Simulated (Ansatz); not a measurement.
Data:

LaF:
Space group P6₃/mmc (No. 194); a = b = 4.2899 Å, c = 5.2937 Å, α = β = 90.00°, γ = 120.00°

```tsv
atom	site	symmetry	x	y	z
La	2c	-6m2	0.3333	0.6667	0.2500
F	2d	-6m2	0.6667	0.3333	0.2500
```

This is the PBEsol-relaxed structure.

Problem. All from PBEsol (plane waves, PAW; program Ansatz), unless another level is named. Estimate the Young's modulus.

Solution. 44.1 GPa.

Problem. Give the highest zone-centre frequency.

Solution. 278 cm⁻¹.

Space group P6_3/mmc. The first step of the workflow began from a Materials Project structure, measured or hypothetical; the Crystallography Open Database copy checked does not list it. Whether it is the stable phase at ambient conditions was not checked. Symmetry was held in the PBEsol relaxation; whether a distortion lowers the energy is not shown. As this level gives no gap, phonon frequencies hold no LO–TO term and depend on the k-mesh and smearing (Fermi–Dirac, 0.1 eV here). Scalar-relativistic: spin–orbit coupling is off unless named, which matters more the heavier the elements.

Potentials: the later of the program's two PAW sets.
